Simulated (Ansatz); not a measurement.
The following input was run with Ansatz 0.2.0.

```yaml
crystal:
  lattice:
    - [-2.4354738628, 2.4354738628, 5.3374964052]
    - [2.4354738628, -2.4354738628, 5.3374964052]
    - [2.4354738628, 2.4354738628, -5.3374964052]
  atoms:
    - { symbol: Na, position: [0.0, 0.0, 0.0] }
    - { symbol: "Y", position: [0.75, 0.25, 0.5] }
    - { symbol: "Y", position: [0.25, 0.75, 0.5] }
    - { symbol: "Y", position: [0.5, 0.5, 0.0] }
basis:
  ecutwfc: 420
kpoints:
  mp_grid: { grid: [12, 12, 12] }
hamiltonian:
  xc: pbesol
scf:
  occupations: { method: gaussian, width: 0.1 }
output:
  forces: true
  stress: true
  eigenvalues: true
  populations: true
```

Launched with
```bash
ansatz run input.yaml --threads 1 --pin off --max-ram 1331MiB --backend cpu --events-out ev --progress --plain --runs-dir out
```

These are results of DFT PBEsol, scalar-relativistic, plane waves, PAW (Ansatz 0.2.0), not measurements.

Part of what the program printed, abridged:

```
Pseudopotentials: kind: paw
Pseudopotential: Na, paw, valence charge 9, recommended cutoff 420 eV (normal)
Pseudopotential: Y, paw, valence charge 11, recommended cutoff 420 eV (normal)
Functional definition: PBEsol
Crystal: 4 atoms, lattice volume = 126.638 Å³
Basis set: ecut = 420 eV, 2517 PW (Γ), exchange–correlation on 90×90×90 points (8 copies of the dense FFT grid, shifted against one another)
Bands: 26, of which v1, the nominal top of the filled ones, is band 21 counted from 1 (20 counted from 0)
Symmetry: 16 space group operations
Space group: I4/mmm (ITA 139), of the structure as read, at distance tolerance 5.0e-5 Å
k-points: 163 of 1728
Initial density: superposition of atomic densities (neutral atoms: chi_scale 0, normalization atom), corrected by the library's trained network
Initial wavefunctions: pseudopotential atomic-orbital guess
Functional: x = pbesol(κ = 0.804, μ = 0.12345679), c = pbesol(β = 0.046)
SCF iter   1: F=—  HF=-12859.867217 eV  |F-HF|=—  |Δ(HF+E_count)|=         —  Δρ=4.40e-3  dr2=7.22e-2  ethr=1.77e-3  ⟨swp⟩=4.3  Hψ=17416  notcnv=0
SCF iter   2: F=—  HF=-12859.856040 eV  |F-HF|=—  |Δ(HF+E_count)|=   1.12e-2  Δρ=2.54e-3  dr2=2.96e-2  ethr=1.72e-4  ⟨swp⟩=1.0  Hψ=5542  notcnv=0
SCF iter   3: F=—  HF=-12859.848444 eV  |F-HF|=—  |Δ(HF+E_count)|=   7.60e-3  Δρ=7.85e-4  dr2=2.45e-3  ethr=7.05e-5  ⟨swp⟩=2.0  Hψ=5009  notcnv=0
SCF iter   4: F=—  HF=-12859.847578 eV  |F-HF|=—  |Δ(HF+E_count)|=   8.65e-4  Δρ=3.46e-4  dr2=2.42e-4  ethr=5.84e-6  ⟨swp⟩=2.0  Hψ=7525  notcnv=0
SCF iter   5: F=—  HF=-12859.847498 eV  |F-HF|=—  |Δ(HF+E_count)|=   8.02e-5  Δρ=1.15e-4  dr2=3.49e-5  ethr=5.75e-7  ⟨swp⟩=2.3  Hψ=6307  notcnv=0
SCF iter   6: F=—  HF=-12859.847582 eV  |F-HF|=—  |Δ(HF+E_count)|=   8.36e-5  Δρ=2.91e-5  dr2=1.38e-6  ethr=8.32e-8  ⟨swp⟩=2.0  Hψ=7374  notcnv=0
SCF iter   7: F=-12859.847582 eV  HF=-12859.847582 eV  |F-HF|=1.33e-9  |Δ(HF+E_count)|=   1.94e-7  Δρ=5.14e-6  dr2=3.05e-8  ethr=2.38e-10  ⟨swp⟩=3.6  Hψ=17675  notcnv=0
SCF 1 converged in 7 iterations: F = -12859.847582 eV  dr2 = 3.05e-8
SCF converged after 7 iterations
Free energy (F): -12859.847582 eV
Harris-Foulkes:  -12859.847582 eV  (|F-HF|=1.33e-9)
Internal energy: -12859.811453 eV  (E = F + TS)
E sigma→0 (E₀):  -12859.829517 eV
Entropy (-TS):   -0.036129 eV (-9.032 meV/atom)
Fermi energy:    7.834393 eV
--- Per-component energies (eV) ---
  E_band       = -593.801739
  E_kinetic    = 1033.063663
  E_local      = -3210.256411  (includes V_loc(G=0)·N_el)
  E_nonlocal   = 272.196257
  E_hartree    = 1077.372408
  E_xc         = -550.890200
  E_vxc        = -640.686716  (∫ρ·V_xc dr)
  E_paw        = -8573.762741  (= ΣΔE_a)
  E_vpaw       = -202.867655  (= ΣTr[D̂ρ^β])
  E_aug_tail   = -0.000019  (compensation charges beyond the density's cutoff)
  E_ewald      = -2908.035423
  E_core_change = 0.501012  (= ΣΔE_core)
  E_smearing   = -0.036129  (= −TS)
--- Forces (eV/Å), atoms counted from 1 ---
  atom   1  Na     0.00000000     0.00000000     0.00000000
  atom   2  Y      0.00000000     0.00000000     0.00000000
  atom   3  Y      0.00000000     0.00000000     0.00000000
  atom   4  Y      0.00000000     0.00000000     0.00000000
--- Stress (GPa, compression-positive) ---
       -0.687586       0.000000       0.000000
        0.000000      -0.687586       0.000000
        0.000000       0.000000      -0.613297
  P = ⅓ Tr σ = -0.6628 GPa (-6.628 kbar)
--- Band table (eV; the first three rows and the last of 163) ---
  k-point 0: bands = ["-43.5891", "-35.0032", "-34.8919", "-34.8285", "-15.7054", "-15.7054", "-15.6889", "-15.1222", "-15.0799", "-15.0799", "-15.0475", "-15.0475", "-14.8431", "-14.7384", "-14.6903", "-14.6903", "3.3181", "6.4725", "6.8156", "7.5498", "8.0955", "8.0955", "8.1452", "8.8102", "8.8102", "9.2215"]
  k-point 1: bands = ["-43.5891", "-35.0026", "-34.8901", "-34.8308", "-15.7060", "-15.7039", "-15.6886", "-15.1324", "-15.0678", "-15.0539", "-15.0529", "-15.0501", "-14.8394", "-14.7412", "-14.7208", "-14.6883", "3.4348", "6.5703", "6.9021", "7.5921", "7.9220", "7.9976", "8.3676", "8.6001", "8.7718", "9.1257"]
  k-point 2: bands = ["-43.5891", "-35.0009", "-34.8851", "-34.8373", "-15.7076", "-15.7011", "-15.6877", "-15.1525", "-15.0702", "-15.0557", "-15.0411", "-14.9785", "-14.8300", "-14.8031", "-14.7502", "-14.6828", "3.7732", "6.8325", "7.1509", "7.4205", "7.8234", "7.9907", "8.1074", "8.6472", "8.7322", "8.9078"]
  k-point 162: bands = ["-43.5891", "-34.9959", "-34.8993", "-34.8285", "-15.7078", "-15.7078", "-15.6826", "-15.1520", "-15.1520", "-14.9611", "-14.9611", "-14.9429", "-14.9351", "-14.8395", "-14.7006", "-14.7006", "4.6584", "5.1316", "6.2491", "7.1236", "7.5262", "7.5262", "7.8055", "9.1142", "9.7863", "10.2901"]
--- Löwdin populations: 4 sites ---
  site symbol q [e]
     0     Na      8.7324
     1      Y     11.0592
     2      Y     11.0592
     3      Y     10.9540
  spilling = 0.004646 (of n_electrons = 42.000000)
```

The calculation finished and met its thresholds.